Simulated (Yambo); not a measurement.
A G0W0@PBEsol run in Yambo for SnO₂ (rutile, space group P4_2/mnm, No. 136) (2×2×4 Γ-centred k mesh, 236 bands and a 7 Ry block in the screening, 236 bands in G with the Bruneval-Gonze terminator, plasmon pole fitted at 27.2 eV) gives these matrix elements, in eV, at the band edges (Γ → Γ):

```tsv
state	E0	<Vxc>	<Σx>	<Σc(E0)>	Z
valence edge	0.000	-20.029	-26.042	5.150	0.784
conduction edge	0.955	-15.897	-12.177	-3.286	0.832
```

Question: Solve the linearised quasiparticle equation for both states, give the gap, and say how exchange and correlation each act on it.

Answer: E = E0 + Z(Σx + Σc − Vxc). Valence: 0.000 + 0.784 × (-26.042 + (5.150) − (-20.029)) = -0.68 eV. Conduction: 0.955 + 0.832 × (-12.177 + (-3.286) − (-15.897)) = 1.32 eV. The gap is 1.99 eV, against 0.96 eV in PBEsol. Replacing Vxc by bare exchange alone would open it by 9.73 eV; correlation takes back 8.44 eV of that, and Z scales what is left. Nearest settings tried, and what they do to the gap: 162 bands in G: -5 meV; 162 bands in W, 162 bands in G: +81 meV; 6 Ry block (137 vectors against 177): -59 meV; 2×2×2 mesh: -171 meV. So the settings aren't converged at that level. The k mesh is coarse. 

The standard potential for Sn keeps a d shell in the valence without the s and p states of that shell. In tests on such compounds this moved G0W0 gaps by up to about 0.9 eV, so absolute quasiparticle energies here are unreliable; differences between settings are what counts.

Spin-orbit coupling is included.

Geometry of the Materials Project entry, not relaxed at this level; primitive cell a = 4.765 Å, b = 4.765 Å, c = 3.208 Å, α = 90.00°, β = 90.00°, γ = 90.00°.
